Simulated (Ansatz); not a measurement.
Input file for Ansatz (a quantum-chemistry and plane-wave program):

Ansatz 0.2 input:
```yaml
crystal:
  lattice:
    - [2.9231190764, -3.4813576591, 0.0]
    - [2.9231190764, 3.4813576591, 0.0]
    - [0.0, 0.0, 5.8623130626]
  atoms:
    - { symbol: Cd, position: [0.3486477933, 0.6513522067, 0.75] }
    - { symbol: Cd, position: [0.6513522067, 0.3486477933, 0.25] }
    - { symbol: Te, position: [0.7645863567, 0.2354136433, 0.75] }
    - { symbol: Te, position: [0.2354136433, 0.7645863567, 0.25] }
kpoints:
  mp_grid: { grid: [9, 9, 7] }
hamiltonian:
  xc: r2scan
  pseudopotentials: { kind: paw }
scf:
  occupations: { method: gaussian, width: 0.05 }
checkpoint: { read: metal.run }
output: { write_density: true, elf: true, volumetric_format: npy }
basis: { fft_grid_basis: typed }
```

Output (shortened):

```
Pseudopotential: Cd, paw, valence charge 20
Pseudopotential: Te, paw, valence charge 16
Functional definition: r2SCAN
Crystal: 4 atoms, lattice volume = 119.315 Å³
Basis set: ecut = 500 eV, 3039 PW (Γ), exchange–correlation on 144×144×180 points (64 copies of the dense FFT grid, shifted against one another)
Bands: 44, of which v1, the nominal top of the filled ones, is band 36 counted from 1 (35 counted from 0)
Symmetry: 8 space group operations
Space group: Cmcm (ITA 63), of the structure as read, at distance tolerance 4.9e-5 Å
k-points: 100 of 567
Stability of the state it starts from, as read at its close in the unpolarized treatment …
iter 1 solved again at ethr=1.11e-7 eV; its pass at ethr=3.10e-3 eV (dr2=8.01e-5 eV) is discarded
SCF iter   1: F=—  HF=-30527.583252 eV  |F-HF|=—  |Δ(HF+E_count)|=         —  Δρ=8.90e-7  dr2=6.76e-10  dr2_τ=1.48e-11  ethr=1.11e-7  ⟨swp⟩=3.8  Hψ=29498  notcnv=0
preconditioner: auto → LDOS
SCF iter   2: F=-30527.583252 eV  HF=-30527.583252 eV  |F-HF|=2.09e-9  |Δ(HF+E_count)|=   2.47e-7  Δρ=1.67e-6  dr2=2.43e-9  dr2_τ=5.99e-11  ethr=1.00e-12  ⟨swp⟩=7.9  Hψ=19366  notcnv=0
SCF 1 converged in 2 iterations: F = -30527.583252 eV  dr2 = 2.43e-9
SCF converged after 2 iterations
Free energy (F): -30527.583252 eV
Harris-Foulkes:  -30527.583252 eV  (|F-HF|=2.09e-9)
Internal energy: -30527.582007 eV  (E = F + TS)
E sigma→0 (E₀):  -30527.582629 eV
Entropy (-TS):   -0.001245 eV (-0.311 meV/atom)
Fermi energy:    9.362902 eV
--- Per-component energies (eV) ---
  E_band       = -1526.876015
  E_kinetic    = 1371.142376
  E_local      = -9695.419494  (includes V_loc(G=0)·N_el)
  E_nonlocal   = -550.756637
  E_hartree    = 4961.016562
  E_xc         = -566.540174
  E_vxc        = -713.970534  (∫ρ·V_xc dr)
  E_paw        = -17586.499736  (= ΣΔE_a)
  E_vpaw       = -1907.868388  (= ΣTr[D̂ρ^β])
  E_aug_tail   = -0.000065  (compensation charges beyond the density's cutoff)
  E_vtau       = 47.959546  (kinetic-family band-sum trace: ∫τ·v_τ [+ j·A + Jᵃ·Aᵃ] dr)
  E_ewald      = -8459.965008
  E_core_change = -0.559830  (= ΣΔE_core)
  E_smearing   = -0.001245  (= −TS)
  E_closure    = 0.000000  (closes the sum)
  Σ components = -30527.583252   (vs F -30527.583252, Δ=0.00e0)
  [band-id]    e_kinetic+e_local+e_nonlocal+2·e_hartree+e_vxc+e_vpaw+e_augmentation_tail+e_vtau = -1526.880072   (vs E_band -1526.876015, Δ=-4.06e-3)
--- Band table (eV; the first three rows and the last of 100) ---
  k-point 0: bands = ["-96.0635", "-96.0634", "-56.2286", "-56.2279", "-56.2179", "-56.2163", "-56.2115", "-56.2115", "-27.7096", "-27.7090", "-27.6993", "-27.6950", "-27.6948", "-27.6944", "-27.6938", "-27.6937", "-27.6874", "-27.6868", "-2.6632", "-1.8087", …
  k-point 1: bands = ["-96.0635", "-96.0634", "-56.2286", "-56.2279", "-56.2178", "-56.2164", "-56.2115", "-56.2115", "-27.7096", "-27.7090", "-27.6991", "-27.6952", "-27.6947", "-27.6944", "-27.6939", "-27.6937", "-27.6874", "-27.6868", "-2.6049", "-1.8238", …
  k-point 2: bands = ["-96.0635", "-96.0634", "-56.2285", "-56.2280", "-56.2176", "-56.2166", "-56.2115", "-56.2115", "-27.7094", "-27.7090", "-27.6985", "-27.6958", "-27.6946", "-27.6943", "-27.6940", "-27.6938", "-27.6873", "-27.6870", "-2.4443", "-1.8844", …
  k-point 99: bands = ["-96.0635", "-96.0634", "-56.2284", "-56.2282", "-56.2172", "-56.2169", "-56.2116", "-56.2115", "-27.7094", "-27.7091", "-27.6978", "-27.6968", "-27.6942", "-27.6939", "-27.6930", "-27.6929", "-27.6875", "-27.6872", "-1.8876", …
```

Cost: around 50 core-seconds (rough) on shared cores.

The first step of the workflow began from a Materials Project structure, measured or hypothetical; the Crystallography Open Database copy checked does not list it. It is not the phase usual at ambient conditions (space group No. 216). Symmetry was held in the r²SCAN relaxation; its stability against distortions is not shown here. Scalar-relativistic: spin–orbit coupling is off unless named, which matters more the heavier the elements.

Potentials: the later of the program's two PAW sets.

Ansatz is a plane-wave DFT program.
